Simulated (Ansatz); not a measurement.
### Question
Name crystals whose computed values (PBEsol (plane waves, PAW; program Ansatz)) fall in these windows: G_Hill (GPa) 27 to 35; Θ_D (K) 130 to 180; B₀ by P(V) fit (GPa) 140 to 190.

### Answer


```
crystal            G_Hill (GPa)  Θ_D (K)  B₀ by P(V) fit (GPa)
-----------------  ------------  -------  --------------------
Au, hcp (Mg type)          29.4      163                   172
```
Others may fit too.

Not the usual ambient phase: Au, hcp (Mg type). The cell was relaxed under the symmetry of its start. Scalar-relativistic: spin–orbit coupling is off unless named, which matters more the heavier the elements.

Potentials: the later of the program's two PAW sets.
